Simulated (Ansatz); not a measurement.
NaLiZnS2 in space group P3m1 (No. 156; Pearson symbol hP5), plane-wave PAW r²SCAN (Ansatz code), all energies at zero smearing, with the estimated change up to a 700 eV cutoff added, with one set of potentials and settings (totals compare only within such a set). Cell of 5 atoms (1 Na, 1 Li, 1 Zn, 2 S): -6837.340 eV.

| element | reference phase | E (eV/atom) |
|---|---|---|
| Na | C2/m, 3 atoms in the cell | -1488.6146 |
| Li | Fm-3m, 1 atoms in the cell | -205.1371 |
| Zn | P6_3/mmc, 2 atoms in the cell | -3325.6729 |
| S | P2/c, 32 atoms in the cell | -905.8156 |

Formation energy per atom, worked out: (-6837.340 − 1×(-1488.6146) − 1×(-205.1371) − 1×(-3325.6729) − 2×(-905.8156))/5 = -1.257 eV/atom (-121 kJ per mol of atoms), at 0 K, without zero-point energy or fitted corrections.

The first step of the workflow began from a Materials Project structure, measured or hypothetical; the Crystallography Open Database copy checked does not list it. Whether it is the stable phase at ambient conditions was not checked. The cell was relaxed with r²SCAN under the symmetry of its start; its stability against distortions is not shown here. The references are the lowest solids computed at this level, not always the standard phases.

Potentials: the later of the program's two PAW sets.
